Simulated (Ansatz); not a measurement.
## Zone-centre phonons of GaSb at -1 GPa: input and output

Level of theory: DFT LDA, scalar-relativistic, plane waves, PAW in Ansatz.

Launched with:
```bash
ansatz run input.yaml --threads 1 --pin off --max-ram 3072MiB --backend cpu --events-out ev --progress --plain --runs-dir out
```

Input (bare energies are in eV):
```yaml
crystal:
  lattice:
    - [0.0, 3.0444156423, 3.0444156423]
    - [3.0444156423, 0.0, 3.0444156423]
    - [3.0444156423, 3.0444156423, 0.0]
  atoms:
    - { symbol: Ga, position: [0.0, 0.0, 0.0] }
    - { symbol: Sb, position: [0.75, 0.75, 0.75] }
basis:
  ecutwfc: 420
kpoints:
  mp_grid: { grid: [12, 12, 12] }
hamiltonian:
  xc: lda
scf:
  occupations: { method: fermi_dirac, width: 0.15 }
output:
  eigenvalues: true
phonons:
  method: dfpt
  eigenvectors: true
```

Results section of the output:
```
--- Phonons (Γ-DFPT): 2 representative perturbations + reference, on 163 of 1728 k-points (Σ response iterations 6) ---
  k mesh reduced under 8 symmetry operations, with k and −k counted as one. Each operation leaves every solved displacement unchanged or reverses it
  ASR residual: 2.209e-6 → 0.000e0 eV/Å²; symmetrization residual: 2.215e-5 eV/Å²
  ASR residual per site (eV/Å²): 4.10e-7 2.21e-6
  Γ frequencies (cm⁻¹): 0.00 0.00 0.00 217.53 217.53 217.53
  non-analytic LO–TO correction: not included (Born effective charges unavailable; polar crystals: no LO–TO splitting at Γ)
```

The run took 110 s on 1 thread of AMD EPYC (Zen 3), on a shared host, peak memory 0.8 GiB.

Without a gap, frequencies and elastic constants depend on the k mesh and the smearing, soft modes and shear constants most.

The bands only touch here, so at this level the crystal is a zero-gap semiconductor or semimetal, not an ordinary metal; spin–orbit coupling, left out, can open or move such a gap.